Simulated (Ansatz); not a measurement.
HfIr₃ (Cu3Au type, space group No. 221) at seven volumes, r²SCAN in the plane-wave PAW code Ansatz, scaled uniformly. One row is withheld.

```
V (Å³/atom)  P (GPa)
-----------  -------
13.936         35.26
14.396         21.45
14.855          9.81
15.315          0.00
15.774         -8.26
16.233        -15.21
16.693             ?
```

Problem. Fit the shown pressures and predict the withheld one.

Solution. Third-order Birch–Murnaghan: P = (3/2)B₀(x^(7/2) − x^(5/2))[1 + (3/4)(B′ − 4)(x − 1)] with x = (V₀/V)^(2/3). Least squares on the six rows gives V₀ = 15.315 Å³/atom, B₀ = 299.5 GPa, B′ = 4.68. At V = 16.693, x = 0.9442 and P = -21.10 GPa. The run itself gave -21.05 GPa.

Space group Pm-3m (Cu3Au type). The workflow started from an entry of the Crystallography Open Database (COD). Whether it is the stable phase at ambient conditions was not checked. The cell was relaxed with r²SCAN under the symmetry of its start; whether a distortion lowers the energy is not shown. No spin polarisation was allowed. Scalar-relativistic: spin–orbit coupling is off unless named, which matters more the heavier the elements.

Potentials: the later of the program's two PAW sets.
